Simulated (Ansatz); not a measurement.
ZrSnF₆:
```cif
data_F12Sn2Zr2
_chemical_formula_sum 'Sn2 Zr2 F12'
_space_group_name_H-M_alt 'P2/c'
_space_group_IT_number 13
_space_group_name_Hall '-P 2yc'
_cell_length_a 6.63650
_cell_length_b 5.23503
_cell_length_c 7.33158
_cell_angle_alpha 90.000
_cell_angle_beta 120.083
_cell_angle_gamma 90.000
loop_
_atom_site_label
_atom_site_type_symbol
_atom_site_symmetry_multiplicity
_atom_site_Wyckoff_symbol
_atom_site_fract_x
_atom_site_fract_y
_atom_site_fract_z
_atom_site_occupancy
Sn1 Sn 2 f 0.50000 0.04201 0.75000 1
Zr1 Zr 2 e 0.00000 0.48004 0.25000 1
F1 F 4 g 0.23470 0.19879 0.41603 1
F2 F 4 g 0.10872 0.30989 0.02686 1
F3 F 4 g 0.30653 0.66891 0.30986 1
```

Relaxed at zero pressure with DFT-r²SCAN+D4 in the program Ansatz with PAW potentials.

The volume is raised by 6 % and shape and atoms relax at that volume. What pressure results, and how do the axes share the change?

-1.2 GPa; a 0.3 %, b 5.9 %, c -0.5 %; the energy rises by 4 meV/atom.

Give the new structure.


Space group P2/c (No. 13); a = 6.6574 Å, b = 5.5445 Å, c = 7.2974 Å, α = 90.00°, β = 119.85°, γ = 90.00°

```
atom  site  symmetry       x       y       z
----  ----  --------  ------  ------  ------
Sn      2f         2  0.5000  0.0753  0.7500
Zr      2e         2  0.0000  0.4777  0.2500
F       4g         1  0.2354  0.2133  0.4172
F       4g         1  0.1087  0.3208  0.0262
F       4g         1  0.3058  0.6607  0.3095
```

The phase is kept; no other phase was compared at this pressure.

The workflow started from an entry of the Crystallography Open Database (COD, 295 K). Whether it is the stable phase at ambient conditions was not checked. The cell was relaxed with r²SCAN+D4 under the symmetry of its start; its stability against distortions is not shown here. The run is not spin-polarised. Spin–orbit coupling is left out wherever it is not named.

Potentials: the later of the program's two PAW sets.
